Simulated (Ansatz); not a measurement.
Hg$_{2}$SeS in space group P-4m2 (No. 115; Hg on 2g, Se on 1d, S on 1b) at seven volumes, DFT-PBEsol in the program Ansatz with PAW potentials, shape and atoms relaxed at each. One row is withheld.

```
V (Å³/atom)  P (GPa)
-----------  -------
24.616          6.63
25.428          4.01
26.239          1.83
27.051          0.00
27.862         -1.53
28.674             ?
29.485         -3.86
```

**Question.** Fit the shown pressures and predict the withheld one.

**Answer.** P = (3/2)B₀(x^(7/2) − x^(5/2))[1 + (3/4)(B′ − 4)(x − 1)] with x = (V₀/V)^(2/3). Least squares on the six rows gives V₀ = 27.051 Å³/atom, B₀ = 55.5 GPa, B′ = 4.99. At V = 28.674, x = 0.9619 and P = -2.80 GPa. The run itself gave -2.80 GPa.

The first step of the workflow began from a Materials Project structure, measured or hypothetical; the Crystallography Open Database copy checked does not list it. Its standing as an ambient phase is unchecked. Symmetry was held in the PBEsol relaxation; whether a distortion lowers the energy is not shown. Spin–orbit coupling is left out wherever it is not named.

Potentials: the later of the program's two PAW sets.
